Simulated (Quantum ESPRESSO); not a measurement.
# How field gradients follow strain in MgI₂ (P-3m1)

```
CELL_PARAMETERS angstrom
      4.19568     0.00000     0.00000
     -2.09784     3.63357     0.00000
      0.00000     0.00000     7.10573
ATOMIC_POSITIONS crystal
  Mg 0.00000 0.00000 0.00000
  I  0.33333 0.66667 0.23447
  I  0.66667 0.33333 0.76553
```
The cell was made here from a computed Materials Project entry: atoms relaxed in the unchanged cell (PBE without dispersion, pw.x of a modified build of Quantum ESPRESSO, symmetry kept). The parent is MgI2 in P-3m1; whether this form has been observed was not checked. Stability against distortions was not tested. The layers lie 3.8 Å apart; this gap hangs on dispersion, and neither it nor the stacking was checked against the measured crystal.

The last row's change in full: strained by +2 % along the unique axis and by -1 % across it, atoms relaxed (PBE, pw.x of Quantum ESPRESSO); the other rows go along the same path.

Method: field gradients by the PAW reconstruction of the field gradient on a scalar-relativistic PBE ground state (Quantum ESPRESSO, JTH datasets), 20 Ha, k-mesh 6×6×3 through Γ. Values are those of the named site's first atom. Cores are frozen. Mg, I had no test against all-electron runs. Spin–orbit coupling is left out, a limit on I.

Unchanged cell: Vzz Mg (a.u.) = 0.004, Vzz I (a.u.) = -0.564.

How do these values move along the path (axial strain (%): -2, +2)?


| axial strain (%) | Vzz Mg (a.u.) | Vzz I (a.u.) |
|---|---|---|
| -2 | 0.012 | -0.747 |
| 0 | 0.004 | -0.564 |
| +2 | -0.003 | -0.365 |

As single numbers, gradients under 0.02 a.u. lie near what cutoff and mesh leave (some 0.003 a.u. in our sweeps); these rows share cutoff and mesh counts, so their differences are steadier.
